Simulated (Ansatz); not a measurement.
## Zr₃S₂ (R32), random displacements

The calculation used Ansatz, DFT PBEsol, scalar-relativistic, plane waves, PAW. Settings: plane waves to 420 eV, k-mesh 12×12×12 (Γ-centred), Gaussian smearing 0.15 eV. No spin polarisation. Energies are free energies at this smearing, counted from the undisturbed cell; pressure is positive in compression.

The undisturbed cell (relaxed at this level; it needn't be the usual structure):

```xyz
5
Lattice="2.8646 1.6539 3.4347 -2.8646 1.6539 3.4347 0.0000 -3.3077 3.4347" Properties=species:S:1:pos:R:3 pbc="T T T"
Zr   -1.9374    0.0000    5.1520
Zr    0.9687   -1.6778    5.1520
Zr    0.9687    1.6778    5.1520
S     0.0000    0.0000    3.4515
S     0.0000    0.0000    6.8526
```

The atoms are displaced (Å, in the unstrained cell):

```tsv
atom	ux	uy	uz
Zr1	-0.293	-0.306	-0.422
Zr2	0.233	-0.228	0.659
Zr3	-0.057	0.092	-0.224
S4	-0.224	0.277	0.294
S5	0.341	0.165	-0.306
```

Strain (Voigt, engineering shear): (0.0143, -0.0088, -0.0059, 0.0020, 0.0291, -0.0261).

What are the energy change, the stress and the forces?

ΔE = 1434.4 meV/atom; stress (xx, yy, zz, yz, xz, xy; compression positive) (16.91, 34.55, 45.35, 15.35, -6.53, 14.60) GPa.
```csv
atom,Fx (eV/Å),Fy,Fz
Zr1,0.11,7.14,8.49
Zr2,1.58,-0.35,-5.48
Zr3,3.11,3.45,3.61
S4,-1.99,-3.55,-2.21
S5,-2.81,-6.69,-4.42
```

Cost: 1 run of about 1.7 core-minutes, on Intel Xeon 6975P-C (Granite Rapids) (shared hosts).